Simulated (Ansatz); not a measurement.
Crystals of one structure type (rock salt), relaxed and computed with r²SCAN in the plane-wave PAW code Ansatz.

```tsv
crystal	a (Å)	ΔH_f (eV/atom)	B₀ by P(V) fit (GPa)
AlAg	5.364	0.35	68.9
NbRu	5.164	0.34	200
NbAg	5.427	1.22	129
AgW	5.302	2.18	166
```

Typed or built starts, not in the databases checked: AlAg, rock salt; NbRu, rock salt; NbAg, rock salt; AgW, rock salt. Unstable at this level: AlAg, rock salt; NbRu, rock salt; NbAg, rock salt; AgW, rock salt. All cells were relaxed under the symmetry of their starts (and spin orders); stability against distortions was not tested throughout. Rows with no word on spin ran without spin polarisation. Scalar-relativistic: spin–orbit coupling is off unless named, which matters more the heavier the elements.

Potentials: the earlier of the program's two PAW sets.

Formation energies count from the lowest solids of the elements computed at the same level, not from gases.
